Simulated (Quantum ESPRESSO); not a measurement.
**Band energies of B₂O₃**

```xyz
10
Lattice="3.9087 -2.3092 0.0000 3.9087 2.3092 0.0000 0.0000 0.0000 4.1334" Properties=species:S:1:pos:R:3 pbc="T T T"
B      1.2899     0.7364     2.3469
B      6.5275    -0.7364     0.2802
B      6.5275     0.7364     2.3469
B      1.2899    -0.7364     0.2802
O      3.9087    -1.1772     2.0675
O      3.9087     1.1772     0.0008
O      6.1821    -0.6018     1.7295
O      1.6352     0.6018     3.7962
O      1.6352    -0.6018     1.7295
O      6.1821     0.6018     3.7962
```

PBEsol (Quantum ESPRESSO, PseudoDojo norm-conserving, 84 Ry, no spin-orbit coupling); path ΓXSRAZΓYX1A1TY,ZT; energies in eV from the valence-band maximum.

| k (1/Å) | point | band 20 | band 21 | band 22 | band 23 | band 24 | band 25 | band 26 | band 27 |
|---|---|---|---|---|---|---|---|---|---|
| 0.00 | Γ | -1.46 | -1.45 | -0.67 | -0.33 | -0.31 | 8.49 | 9.06 | 9.59 |
| 0.55 |  | -1.63 | -1.57 | -0.81 | -0.77 | -0.12 | 9.11 | 9.55 | 10.12 |
| 0.92 | X | -1.46 | -1.19 | -0.88 | -0.83 | -0.42 | 8.74 | 9.48 | 10.26 |
| 1.38 | S | -1.73 | -1.43 | -0.81 | -0.48 | -0.26 | 9.54 | 9.63 | 9.66 |
| 2.14 | R | -2.37 | -0.58 | -0.58 | -0.38 | -0.38 | 9.40 | 9.40 | 10.24 |
| 2.61 | A | -1.70 | -1.17 | -1.17 | -0.44 | -0.44 | 9.31 | 9.31 | 9.87 |
| 2.98 |  | -1.81 | -1.04 | -1.04 | -0.18 | -0.18 | 9.25 | 9.25 | 10.12 |
| 3.53 | Z | -1.61 | -0.84 | -0.84 | -0.07 | -0.07 | 8.87 | 8.87 | 10.51 |
| 4.29 | Γ | -1.46 | -1.45 | -0.67 | -0.33 | -0.31 | 8.49 | 9.06 | 9.59 |
| 4.93 |  | -1.14 | -0.93 | -0.80 | -0.79 | -0.47 | 9.04 | 9.38 | 9.54 |
| 5.09 | Y | -1.12 | -0.93 | -0.82 | -0.81 | -0.46 | 9.06 | 9.47 | 9.64 |
| 5.54 | X1 | -1.46 | -1.19 | -0.88 | -0.83 | -0.42 | 8.74 | 9.48 | 10.26 |
| 5.69 |  | -1.50 | -1.21 | -0.92 | -0.77 | -0.41 | 8.68 | 9.49 | 10.08 |
| 6.14 |  | -1.59 | -1.24 | -1.11 | -0.54 | -0.37 | 8.96 | 9.53 | 9.57 |
| 6.30 | A1 | -1.70 | -1.17 | -1.17 | -0.44 | -0.44 | 9.31 | 9.31 | 9.87 |
| 6.74 | T | -1.61 | -1.32 | -1.32 | -0.56 | -0.56 | 9.30 | 9.30 | 9.48 |
| 7.35 |  | -1.07 | -0.93 | -0.89 | -0.86 | -0.46 | 9.07 | 9.43 | 9.64 |
| 7.50 | Y | -1.12 | -0.93 | -0.82 | -0.81 | -0.46 | 9.06 | 9.47 | 9.64 |
| 7.50 | Z | -1.61 | -0.84 | -0.84 | -0.07 | -0.07 | 8.87 | 8.87 | 10.51 |
| 7.77 |  | -1.95 | -0.93 | -0.93 | -0.10 | -0.10 | 8.92 | 8.92 | 10.40 |
| 8.30 | T | -1.61 | -1.32 | -1.32 | -0.56 | -0.56 | 9.30 | 9.30 | 9.48 |

The PBEsol gap is 8.49 eV; at least one edge lies off the plotted path, at a point of the SCF mesh. The smallest direct gap is 8.80 eV. Another valence extremum on the path lies within 0.02 eV, too close to call.

Geometry of the Materials Project entry, not relaxed at this level.

The structure is a Materials Project entry; no match was found in the copy of COD used, and its stability was not checked.

Letters of k points follow the standard setting of the lattice, whose axes may be ordered differently from the printed cell.
